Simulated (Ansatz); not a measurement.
## Ti2Cd (I4/mmm): electronic heat capacity and spin susceptibility from the density of states

These are results of DFT r2SCAN, scalar-relativistic, plane waves, PAW in Ansatz, not measurements.

Settings: cutoff 500 eV, Γ-centred mesh 20×20×20 on the computed 3-atom cell, Gaussian smearing of 0.10 eV; no spin polarisation.

Relaxed cell: I4/mmm, a = 2.841 Å, b = 2.841 Å, c = 13.508 Å, α = 90.00°, β = 90.00°, γ = 90.00°, 3 atoms in the primitive cell. Whether it is the stable form of this composition wasn't checked.

The density of states at the Fermi level is 1.839 states/eV in the cell of 3 atoms (1 formula unit; both spins, tetrahedra on a 30×30×30 mesh). Averaged over bins of 0.1 eV the density runs from 0.7 to 2.3 states/eV within 0.2 eV of the Fermi level, so the figure hangs on the exact place of that level.

**Question.** What Sommerfeld coefficient and Pauli susceptibility does this give?

**Answer.** Per formula unit N(E_F) = 1.839 states/eV. γ = (π²/3) k_B² N(E_F) N_A = 2.357 mJ/(mol K²) per state/eV, so γ = 4.3 mJ/(mol K²), a mole of formula units. χ_P = μ_B² N(E_F) N_A = 3.23×10⁻⁵ emu/mol per state/eV gives 5.9×10⁻⁵ emu/mol. This is the bare band result: a measured γ of the same phase is as a rule larger by a factor 1 + λ from phonons and spin fluctuations, the spin part of χ is larger by the Stoner factor, and a measured χ also holds orbital and core terms. N(E_F) at one energy is sensitive to the mesh where the density of states has sharp peaks.

Cost: 1 run of about 5.9 core-minutes, on Arm Neoverse V1 (shared hosts).